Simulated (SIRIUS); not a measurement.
Set-up for a self-consistent single point of Al2Cu (I4/mcm, 12 atoms in the cell; from Materials Project mp-998, changed as shown).

```xyz
12
Lattice="5.8778 0.0000 0.0000 0.0000 5.8778 0.0000 0.0000 0.0000 4.6898" Properties=species:S:1:pos:R:3 pbc="T T T"
Al     0.9323     2.0066     0.0000
Al     4.9456     3.8712     0.0000
Al     0.9323     3.8712     2.3449
Al     4.9456     2.0066     2.3449
Al     3.8712     4.9456     2.3449
Al     2.0066     0.9323     2.3449
Al     3.8712     0.9323     0.0000
Al     2.0066     4.9456     0.0000
Cu     0.0000     0.0000     3.5173
Cu     0.0000     0.0000     1.1724
Cu     2.9389     2.9389     1.1724
Cu     2.9389     2.9389     3.5173
```

Level of theory: PBE, GBRV PBE ultrasoft pseudopotentials (plane waves; SIRIUS).

SIRIUS settings:

- parameters.ngridk = 4 4 6
- parameters.xc_functionals = [XC_GGA_X_PBE, XC_GGA_C_PBE]
- parameters.gk_cutoff = 6.325 1/bohr
- parameters.pw_cutoff = 14.143 1/bohr
- parameters.smearing = fermi_dirac
- parameters.smearing_width = 0.00183747 Ha
- potentials = GBRV PBE ultrasoft pseudopotentials
- parameters.electronic_structure_method = pseudopotential
- parameters.num_bands = 60
- parameters.num_mag_dims = 0
- parameters.num_dft_iter = 100
- parameters.energy_tol = 1e-07 Ha
- parameters.density_tol = 1e-06
- mixer.type = anderson
- mixer.beta = 0.3
- mixer.use_hartree = false

Results:

```
Quantity                                                  Result
------------------------------------------------  --------------
Number of valence electrons                                  100
Number of bands                                               60
Number of k-points after the program's reduction              24
Number of plane waves (most at a k-point)                   4728
Number of SCF iterations                                      32
FFT grid                                            54 × 54 × 45
Free energy E − TS                                -22706.2620 eV
Fermi level (on the code's own zero)                    11.48 eV
Pressure                                               12.58 GPa
Largest force (vector length)                         0.082 eV/Å
```

Forces (eV/Å):
| atom | Fx | Fy | Fz |
|---|---|---|---|
| Al1 | -0.058 | 0.058 | 0.000 |
| Al2 | 0.058 | -0.058 | 0.000 |
| Al3 | -0.058 | -0.058 | 0.000 |
| Al4 | 0.058 | 0.058 | 0.000 |
| Al5 | -0.058 | 0.058 | 0.000 |
| Al6 | 0.058 | -0.058 | 0.000 |
| Al7 | -0.058 | -0.058 | 0.000 |
| Al8 | 0.058 | 0.058 | 0.000 |
| Cu9 | 0.000 | 0.000 | 0.000 |
| Cu10 | 0.000 | 0.000 | 0.000 |
| Cu11 | 0.000 | 0.000 | 0.000 |
| Cu12 | 0.000 | 0.000 | 0.000 |

Stress (GPa, positive for compression):
```
11.06   0.00   0.00
 0.00  11.06   0.00
 0.00   0.00  15.63
```

For comparison: a first run was changed to give this one (lattice scaled by 0.98), and from it to this one the free energy goes up by 44.0 meV/atom, the pressure goes from 4.35 to 12.58 GPa and the largest force goes from 0.042 to 0.082 eV/Å.

The structure comes from a collection of computed structures, made at another level of theory; the collection holds predicted forms beside known ones. No clean gap shows at this smearing width and mesh (spacing up to 0.27 Å⁻¹); the mesh is coarse for partly filled bands, so the values carry mesh errors.

Cost on one core: around 3 core-minutes (rough).
